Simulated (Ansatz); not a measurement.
A geometry of Ru away from equilibrium: step 2 of the relaxation of a relaxed Ru cell displaced along its unstable phonon at q = (½, ½, 0) of its primitive reciprocal cell (121i cm⁻¹), largest move 0.15 Å. The numbers are results of r2SCAN (plane waves to 500 eV, PAW, scalar-relativistic; Ansatz, a first-principles code), not measurements. Γ-centred k-mesh 13×13×13 on the run's cell (coarser than for final values), Fermi–Dirac smearing 0.05 eV. The plane waves were selected for a different cell earlier on the path.

```
CELL_PARAMETERS angstrom
     -4.65240     4.65240     2.73557
      0.00000     0.00000     2.73557
      2.33727     2.33727    -1.36779
ATOMIC_POSITIONS crystal
  Ru 0.25000 0.36112 0.50000
  Ru 0.75000 0.13888 0.50000
  Ru 0.00000 0.01872 0.03744
  Ru 0.50000 0.98128 0.96256
```

Problem. Give the Cartesian forces on all atoms (eV/Å).

Solution. 
| atom | Fx | Fy | Fz |
|---|---|---|---|
| Ru1 | 0.00 | 0.00 | 0.65 |
| Ru2 | 0.00 | 0.00 | -0.65 |
| Ru3 | 0.05 | 0.05 | 0.00 |
| Ru4 | -0.05 | -0.05 | 0.00 |

The path ends in Fddd (No. 70) (AFLOW prototype A_oF8_70_a). No spin polarisation in the result.

The run could not lose the symmetry of its start, so the end can be a saddle point.

The end of the path is a generated cell of Ru: the first start was made by placing the elements on the sites of a structure type, and the end was not matched to a known phase here, so it may be hypothetical. Known forms of Ru include space group No. 194.
